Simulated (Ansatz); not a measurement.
As$_{2}$Se: a fit and a missing row

As$_{2}$Se, I4_1/amd, a = 6.940 Å, c = 5.231 Å. The structure is a Materials Project entry; whether it is the stable form wasn't checked. Ansatz: PBEsol, PAW, 420 eV, Γ-centred 8×8×8 mesh on 6 atoms, Gaussian smearing 0.10 eV; no spin polarisation. Shape and atoms are relaxed at each volume; pressure is positive in compression.

| V (Å³/atom) | P (GPa) |
| --- | --- |
| 19.737 | 5.14 |
| 20.366 | 2.36 |
| 20.996 | 0.00 |
| 21.626 | ? |
| 22.256 | -3.87 |

Take V0 = 20.996 Å³/atom, fit the third-order Birch–Murnaghan form to the other rows, and predict the missing pressure.

With the Eulerian strain f = ½[(V0/V)^(2/3) − 1] and y = P/[3f(1 + 2f)^(5/2)], the form is the line y = B0 + 1.5 B0 (B0′ − 4) f. Rows (f, y): 0.02104, 73.5; 0.01026, 72.9; -0.01905, 74.6. Means f = 0.004083, y = 73.667; Σ(Δf)² = 0.0008608, ΣΔfΔy = -0.02915; the slope is their ratio. y = 73.80 − 33.87 f GPa, so B0 = 73.8 GPa and B0′ = 4 + 2 × (-33.87)/(3 × 73.80) = 3.69. At V = 21.626, f = -0.00976, y = 74.13 and P = -2.07 GPa. The run gave -2.08 GPa, so the fit is 0.01 GPa too high, within the rms miss on the fitted rows (0.02 GPa).